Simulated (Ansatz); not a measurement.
An Ansatz (an electronic-structure program) run. Input:

Ansatz 0.2 input:
```yaml
crystal:
  lattice:
    - [2.4529845732, 0.0, 0.0]
    - [-1.2264922866, 2.1243469555, 0.0]
    - [0.0, 0.0, 6.766565446]
  atoms:
    - { symbol: C, position: [0.0, 0.0, 0.25] }
    - { symbol: C, position: [0.0, 0.0, 0.75] }
    - { symbol: C, position: [0.3333333333, 0.6666666667, 0.25] }
    - { symbol: C, position: [0.6666666667, 0.3333333333, 0.75] }
kpoints:
  mp_grid: { grid: [40, 40, 13] }
hamiltonian:
  xc: r2scan
  dispersion: d4
  pseudopotentials: { azcp: { folder: ./paw }, kind: paw }
scf:
  occupations: { method: fermi_dirac, width: 0.1 }
elastic: { mode: relaxed_ion, stencil: two_point, amplitude: 0.005, f_tol: 0.0005 }
```

Output (shortened):

```
Pseudopotential: C, paw, valence charge 4
Functional definition: r2SCAN
Crystal: 4 atoms, lattice volume = 35.261 Å³
Basis set: ecut = 500 eV, 919 PW (Γ), exchange–correlation on 72×72×200 points (64 copies of the dense FFT grid, shifted against one another)
Bands: 12, of which v1, the nominal top of the filled ones, is band 8 counted from 1 (7 counted from 0)
Symmetry: 24 space group operations
Space group: P63/mmc (ITA 194), of the structure as read, at distance tolerance 3.3e-5 Å
k-points: 1078 of 20800
SCF 1 converged in 11 iterations: F = -1006.967785 eV  dr2 = 2.47e-14
Crystal: 4 atoms, lattice volume = 35.261 Å³
SCF 2 converged in 2 iterations: F = -1006.967785 eV  dr2 = 2.96e-15
Crystal: 4 atoms, lattice volume = 35.084 Å³
Basis set: ecut = 500 eV, 903 PW (Γ), exchange–correlation on 72×72×200 points (64 copies of the dense FFT grid, shifted against one another)
Symmetry: 8 space group operations
k-points: 2947 of 20800
SCF 3 converged in 9 iterations: F = -1006.964634 eV  dr2 = 1.33e-14
relax step   1: F+E_penalty+E_count = -1006.96463387 eV  Δ(F+E_penalty+E_count) = +0.000e0 eV  max|allowed force component| = 5.877e-2 eV/Å  Δτ_max = 0.0000 Å  (9 SCF iters, accepted)
Crystal: 4 atoms, lattice volume = 35.084 Å³
SCF 4 converged in 8 iterations: F = -1006.964678 eV  dr2 = 3.92e-15
relax step   2: F+E_penalty+E_count = -1006.96467759 eV  Δ(F+E_penalty+E_count) = -4.372e-5 eV  max|allowed force component| = 3.189e-2 eV/Å  Δτ_max = 0.0027 Å  (8 SCF iters, accepted)
Crystal: 4 atoms, lattice volume = 35.084 Å³
SCF 5 converged in 8 iterations: F = -1006.964695 eV  dr2 = 5.65e-16
relax step   3: F+E_penalty+E_count = -1006.96469540 eV  Δ(F+E_penalty+E_count) = -1.781e-5 eV  max|allowed force component| = 2.426e-4 eV/Å  Δτ_max = 0.0014 Å  (8 SCF iters, accepted)
Crystal: 4 atoms, lattice volume = 35.084 Å³
SCF 6 converged in 2 iterations: F = -1006.964695 eV  dr2 = 1.19e-16
Crystal: 4 atoms, lattice volume = 35.437 Å³
SCF 7 converged in 8 iterations: F = -1006.964797 eV  dr2 = 9.92e-14
relax step   1: F+E_penalty+E_count = -1006.96479729 eV  Δ(F+E_penalty+E_count) = +0.000e0 eV  max|allowed force component| = 5.346e-2 eV/Å  Δτ_max = 0.0000 Å  (8 SCF iters, accepted)
Crystal: 4 atoms, lattice volume = 35.437 Å³
SCF 8 converged in 8 iterations: F = -1006.964850 eV  dr2 = 4.73e-14
relax step   2: F+E_penalty+E_count = -1006.96484970 eV  Δ(F+E_penalty+E_count) = -5.241e-5 eV  max|allowed force component| = 1.296e-3 eV/Å  Δτ_max = 0.0035 Å  (8 SCF iters, accepted)
Crystal: 4 atoms, lattice volume = 35.437 Å³
SCF 9 converged in 6 iterations: F = -1006.964850 eV  dr2 = 4.69e-14
relax step   3: F+E_penalty+E_count = -1006.96484974 eV  Δ(F+E_penalty+E_count) = -3.960e-8 eV  max|allowed force component| = 2.038e-5 eV/Å  Δτ_max = 0.0002 Å  (6 SCF iters, accepted)
Crystal: 4 atoms, lattice volume = 35.437 Å³
SCF 10 converged in 2 iterations: F = -1006.964850 eV  dr2 = 1.16e-14
Crystal: 4 atoms, lattice volume = 35.084 Å³
Basis set: ecut = 500 eV, 883 PW (Γ), exchange–correlation on 72×72×200 points (64 copies of the dense FFT grid, shifted against one another)
SCF 11 converged in 8 iterations: F = -1006.967768 eV  dr2 = 1.24e-14
Crystal: 4 atoms, lattice volume = 35.437 Å³
SCF 12 converged in 6 iterations: F = -1006.967604 eV  dr2 = 1.77e-14
Crystal: 4 atoms, lattice volume = 35.260 Å³
Basis set: ecut = 500 eV, 911 PW (Γ), exchange–correlation on 72×72×200 points (64 copies of the dense FFT grid, shifted against one another)
Symmetry: 4 space group operations
k-points: 5341 of 20800
SCF 13 converged in 9 iterations: F = -1006.967775 eV  dr2 = 1.23e-14
relax step   1: F+E_penalty+E_count = -1006.96777460 eV  Δ(F+E_penalty+E_count) = +0.000e0 eV  max|allowed force component| = 4.766e-5 eV/Å  Δτ_max = 0.0000 Å  (9 SCF iters, accepted)
Crystal: 4 atoms, lattice volume = 35.260 Å³
SCF 14 converged in 2 iterations: F = -1006.967775 eV  dr2 = 2.35e-15
Crystal: 4 atoms, lattice volume = 35.260 Å³
SCF 15 converged in 9 iterations: F = -1006.967775 eV  dr2 = 1.02e-14
relax step   1: F+E_penalty+E_count = -1006.96777460 eV  Δ(F+E_penalty+E_count) = +0.000e0 eV  max|allowed force component| = 4.766e-5 eV/Å  Δτ_max = 0.0000 Å  (9 SCF iters, accepted)
Crystal: 4 atoms, lattice volume = 35.260 Å³
SCF 16 converged in 2 iterations: F = -1006.967775 eV  dr2 = 2.58e-15
SCF converged after 2 iterations
Free energy (F): -1006.967785 eV
Harris-Foulkes:  -1006.967785 eV  (|F-HF|=4.55e-13)
Internal energy: -1006.966416 eV  (E = F + TS)
E sigma→0 (E₀):  -1006.967101 eV
Entropy (-TS):   -0.001369 eV (-0.342 meV/atom)
Fermi energy:    6.991754 eV
--- Per-component energies (eV) ---
  E_band       = -44.731672
  E_kinetic    = 355.006079
  E_local      = -595.761225  (includes V_loc(G=0)·N_el)
  E_nonlocal   = 92.534323
  E_hartree    = 187.826725
  E_xc         = -184.913098
  E_vxc        = -254.775717  (∫ρ·V_xc dr)
  E_paw        = -406.626781  (= ΣΔE_a)
  E_vpaw       = -31.580183  (= ΣTr[D̂ρ^β])
  E_aug_tail   = 0.000002  (compensation charges beyond the density's cutoff)
  E_vtau       = 14.191600  (kinetic-family band-sum trace: ∫τ·v_τ [+ j·A + Jᵃ·Aᵃ] dr)
  E_ewald      = -454.629475
  E_disp       = -0.303871  (pairwise vdW)
  E_core_change = -0.099096  (= ΣΔE_core)
  E_smearing   = -0.001369  (= −TS)
  E_closure    = 0.000000  (closes the sum)
  Σ components = -1006.967785   (vs F -1006.967785, Δ=0.00e0)
--- Forces (eV/Å), atoms counted from 1 ---
  atom   1  C      0.00000000     0.00000000     0.00000000
  atom   2  C      0.00000000     0.00000000     0.00000000
  atom   3  C      0.00000000     0.00000000     0.00000000
  atom   4  C      0.00000000     0.00000000     0.00000000
  max |Σ_I F_I| component: 2.22e-16 eV/Å
--- Stress (GPa, compression-positive) ---
        0.044870       0.000000       0.000000
        0.000000       0.044870       0.000000
        0.000000       0.000000      -0.075816
  P = ⅓ Tr σ = 0.0046 GPa (0.046 kbar)
--- Band table (eV; the first three rows and the last of 1078) ---
  k-point 0: bands = ["-14.0296", "-13.7521", "-2.0614", "-0.1301", "3.7505", "3.7505", "3.7678", "3.7678", "11.3095", "15.7594", "15.7594", "15.8099"]
  k-point 1: bands = ["-14.0258", "-13.7564", "-2.0377", "-0.1647", "3.7507", "3.7507", "3.7676", "3.7676", "11.3843", "15.7601", "15.7601", "15.8091"]
  k-point 2: bands = ["-14.0146", "-13.7689", "-1.9677", "-0.2651", "3.7515", "3.7515", "3.7668", "3.7668", "11.6048", "15.7622", "15.7622", "15.8069"]
  k-point 1077: bands = ["-6.7563", "-6.7423", "-6.3652", "-6.3547", "-4.1829", "-4.1806", "6.6750", "6.7692", "7.2010", "7.2804", "17.5673", "17.5748"]
--- Elastic constants: 3 strain directions × 2 members + reference (group order 24) ---
  dense FFT box of the reference and of every strained cell: 18×18×50
  strains applied: 11, 33, 23; error gains …
  pairwise dispersion correction: d4 (s6 = 1.0, s8 = 0.6018749, s9 = 1.0, a1 = 0.51559235, a2_bohr = 5.77342911), with the weights of each atom's references …
  C = ∂σ_k/∂η_j (tension-positive GPa; Voigt order 11 22 33 23 13 12):
      1095.283    188.810     -4.903      0.000      0.000      0.000
       188.810   1095.283     -4.903      0.000      0.000      0.000
        -5.018     -5.018     36.133      0.000      0.000      0.000
         0.000      0.000      0.000      3.988      0.000      0.000
         0.000      0.000      0.000      0.000      3.988      0.000
         0.000      0.000      0.000      0.000      0.000    453.237
  reference stress σ⁰ (GPa):     -0.045     -0.045      0.076      0.000      0.000      0.000
  moduli (Voigt/Reuss/Hill, GPa): K = 287.16/33.68/160.42   G = 228.76/9.21/118.98   E = 286.20   ν = 0.203
  mechanically stable: yes (min eigenvalue of sym C = 3.99 GPa)
  strain η (Voigt 11):  stress-route row diagonal C_11 = 1095.28 GPa, energy-path curvature d²(F+E_count+ΔE)/dδ²/Ω₀ = 1095.25 GPa
         δ    σ_11 (GPa)             F (eV)   n_scf  n_hpsi   n_pw
    -5.000e-3      -5.5979       -1006.9646954       2  426390    916   relax 3 steps, max|allowed force component| 2.43e-4 eV/Å
     5.000e-3       5.3549       -1006.9648497       2  429525    932   relax 3 steps, max|allowed force component| 2.04e-5 eV/Å
  strain η (Voigt 33):  stress-route row diagonal C_33 = 36.13 GPa, energy-path curvature d²(F+E_count+ΔE)/dδ²/Ω₀ = 36.12 GPa
         δ    σ_33 (GPa)             F (eV)   n_scf  n_hpsi   n_pw
    -5.000e-3      -0.1109       -1006.9677676       8  302864    914   relax 0 steps, max|allowed force component| 6.66e-16 eV/Å
     5.000e-3       0.2505       -1006.9676044       6  252717    924   relax 0 steps, max|allowed force component| 6.11e-16 eV/Å
  strain η (Voigt 23):  stress-route row diagonal C_44 = 3.99 GPa, energy-path curvature d²(F+E_count+ΔE)/dδ²/Ω₀ = 3.98 GPa
         δ    σ_23 (GPa)             F (eV)   n_scf  n_hpsi   n_pw
    -5.000e-3      -0.0199       -1006.9677746       2  774290    921   relax 1 steps, max|allowed force component| 4.77e-5 eV/Å
     5.000e-3       0.0199       -1006.9677746       2  774395    921   relax 1 steps, max|allowed force component| 4.77e-5 eV/Å
```

Cost: around 12 core-minutes (rough) on shared cores.

Space group P6_3/mmc (graphite). Symmetry was held in the r²SCAN+D4 relaxation; of distortions, only those at the zone centre were tested. As this level gives no gap, shear constants depend on the k-mesh and smearing (Fermi–Dirac, 0.1 eV here).

Potentials: the earlier of the program's two PAW sets.

Ansatz is a plane-wave DFT program.
